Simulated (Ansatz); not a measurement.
ScAl3C3:
```cif
data_C6Al6Sc2
_chemical_formula_sum 'Sc2 Al6 C6'
_space_group_name_H-M_alt 'P 1'
_space_group_IT_number 1
_cell_length_a 3.34253
_cell_length_b 3.34253
_cell_length_c 16.63958
_cell_angle_alpha 90.000
_cell_angle_beta 90.000
_cell_angle_gamma 120.000
loop_
_space_group_symop_operation_xyz
  'x, y, z'
loop_
_atom_site_label
_atom_site_type_symbol
_atom_site_fract_x
_atom_site_fract_y
_atom_site_fract_z
_atom_site_occupancy
Sc1 Sc 0.00000 0.00000 0.50058 1
Sc2 Sc 0.00000 0.00000 0.00058 1
Al1 Al 0.66667 0.33333 0.87188 1
Al2 Al 0.33333 0.66667 0.37188 1
Al3 Al 0.33333 0.66667 0.12927 1
Al4 Al 0.66667 0.33333 0.62927 1
Al5 Al 0.66667 0.33333 0.25061 1
Al6 Al 0.33333 0.66667 0.75061 1
C1 C 0.66667 0.33333 0.75057 1
C2 C 0.33333 0.66667 0.25057 1
C3 C 0.33333 0.66667 0.91471 1
C4 C 0.66667 0.33333 0.41471 1
C5 C 0.33333 0.66667 0.58640 1
C6 C 0.66667 0.33333 0.08640 1
```

Relaxed with PBEsol.

Task: Which orbitals make up the states near the Fermi level in PBEsol in the plane-wave PAW code Ansatz?

Result: Within 0.5 eV of the Fermi level: C 2p 41 %, Sc 3d 40 %, Al 3p 9 %. Projections are on Löwdin-orthogonalised atomic valence shells; empty p or d shells of many metals are not among them.

Task: Tabulate the density of states.

Result: States/eV per cell of 14 atoms, in 0.25 eV bins, energy from the Fermi level.

```
E (eV)  total  C 2p  Sc 3d  Al 3p
------  -----  ----  -----  -----
-7.85    0.00  0.00   0.00   0.00
-7.60    0.00  0.00   0.00   0.00
-7.35    0.00  0.00   0.00   0.00
-7.10    0.00  0.00   0.00   0.00
-6.85    0.58  0.29   0.04   0.11
-6.60    3.29  1.66   0.17   0.62
-6.35    4.61  2.38   0.22   0.83
-6.10    7.64  4.02   0.37   1.18
-5.85    7.11  3.59   0.35   1.37
-5.60    4.41  2.29   0.25   0.78
-5.35    3.19  1.72   0.20   0.51
-5.10    3.90  2.13   0.28   0.55
-4.85    3.28  1.80   0.22   0.53
-4.60    3.16  1.71   0.23   0.64
-4.35    4.73  2.62   0.32   1.03
-4.10    6.71  3.82   0.41   1.65
-3.85    6.86  3.92   0.49   1.72
-3.60    4.66  2.73   0.39   1.02
-3.35    5.88  3.55   0.50   1.37
-3.10    6.35  3.98   0.54   1.41
-2.85    7.05  4.47   0.77   1.36
-2.60    9.18  5.88   1.26   1.54
-2.35   10.41  6.84   1.58   1.48
-2.10    9.10  6.25   1.33   1.08
-1.85    6.82  4.93   0.86   0.72
-1.60    8.37  6.42   0.78   0.73
-1.35    8.13  6.33   0.79   0.61
-1.10    3.70  2.92   0.30   0.28
-0.85    2.57  2.11   0.17   0.16
-0.60    1.57  1.34   0.08   0.08
-0.35    0.57  0.50   0.02   0.02
-0.10    0.16  0.14   0.00   0.00
0.15     0.48  0.06   0.28   0.06
0.40     1.23  0.20   0.74   0.14
0.65     1.47  0.26   0.89   0.15
0.90     1.67  0.30   1.03   0.16
1.15     1.91  0.35   1.21   0.17
1.40     2.22  0.39   1.44   0.18
1.65     2.97  0.49   1.99   0.23
1.90     3.11  0.42   2.17   0.25
2.15     4.87  0.67   2.82   0.73
2.40     6.41  0.95   3.20   1.21
2.65     5.94  0.89   2.85   1.11
2.90     3.12  0.41   1.61   0.51
3.15     5.33  0.60   2.62   1.06
3.40     6.71  0.54   3.90   1.12
3.65     9.27  0.54   5.77   0.99
3.90     9.89  0.81   6.34   0.98
4.15    12.62  1.20   7.24   1.79
4.40     7.26  0.78   3.28   1.51
4.65     5.43  0.80   1.31   1.55
```

Space group P6_3/mmc. The first step of the workflow began from a Materials Project structure, measured or hypothetical; the Crystallography Open Database files this formula in space group No. 194, but the cells were not matched. Its standing as an ambient phase is unchecked. The cell was relaxed with PBEsol under the symmetry of its start; whether a distortion lowers the energy is not shown. No spin polarisation was allowed.

Potentials: the later of the program's two PAW sets.
